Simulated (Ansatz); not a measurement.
GaP:
```xyz
2
Lattice="0.0000 2.5788 2.5788 2.5788 0.0000 2.5788 2.5788 2.5788 0.0000" Properties=species:S:1:pos:R:3 pbc="T T T"
Ga     0.0000     0.0000     0.0000
P      2.5788     2.5788     2.5788
```

Relaxed with PBE. Special points in fractions of this cell's reciprocal vectors: Γ (0.000, 0.000, 0.000); X (0.500, 0.000, 0.500); U (0.625, 0.250, 0.625); K (0.375, 0.375, 0.750); L (0.500, 0.500, 0.500); W (0.500, 0.250, 0.750).

Task: List the band energies nearest the Fermi level at these points for PBE with spin–orbit coupling in the plane-wave PAW code Ansatz.

Result: In eV from the Fermi level; about four levels below and three above (degenerate sets whole), none deeper than 8.9 eV; points with the same levels are listed once.

```json
[
 {"k": "Γ", "below": "-0.08 -0.08", "above": "0.03 0.03 0.03 0.03"},
 {"k": "X", "below": "-2.70 -2.70 -2.63 -2.63", "above": "3.39 3.39 10.80 10.80"},
 {"k": "U", "below": "-1.97 -1.97 -0.20 -0.20", "above": "5.86 5.86 7.18 7.18"},
 {"k": "L", "below": "-7.81 -7.81", "above": "0.15 0.15 0.18 0.18"},
 {"k": "W", "below": "-4.63 -4.63 -4.61 -4.61", "above": "2.56 2.56 4.58 4.58"}
]
```

Space group Fm-3m (rock salt). The start of the workflow was typed in or built on a structure type; neither database checked (COD, Materials Project) lists it. It is not the phase usual at ambient conditions (space group No. 216). The PBE relaxation kept the symmetry of its start; whether a distortion lowers the energy is not shown.

Potentials: the earlier of the program's two PAW sets.
